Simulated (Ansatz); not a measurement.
Here is the system:

ZnS:
```xyz
6
Lattice="1.8702 1.0798 9.2011 -1.8702 1.0798 9.2011 0.0000 -2.1595 9.2011" Properties=species:S:1:pos:R:3 pbc="T T T"
Zn     0.0000     0.0000     0.0001
Zn     0.0000     0.0000    21.4660
Zn     0.0000     0.0000    15.3307
S      0.0000     0.0000    25.3058
S      0.0000     0.0000    13.0340
S      0.0000     0.0000    19.1741
```

This is the LDA-relaxed structure. Cartesian axes are those of the cell as given.

**Question.** All from LDA (plane waves, PAW; program Ansatz), unless another level is named. Predict the formation energy from the elements (no fitted shifts).

**Answer.** -0.84 eV/atom.

**Question.** Give the hole effective mass, band 2 of 2 at the edge.

**Answer.** 0.16 along x, 1.4 along z (mₑ).

**Question.** Next, the valence-band maximum?

**Answer.** at Γ.

Space group R3m. The workflow started from a Materials Project entry (that database holds measured and hypothetical structures alike); the Crystallography Open Database files this formula in space group No. 160, but the cells were not matched. It is not the phase usual at ambient conditions (space group No. 186, 216). Symmetry was held in the LDA relaxation; of distortions, only those at the zone centre were tested. The references are the lowest solids computed at this level, not always the standard phases.

Potentials: the later of the program's two PAW sets.

Edges and masses are those of Kohn–Sham bands, whose gap is no quasiparticle gap.
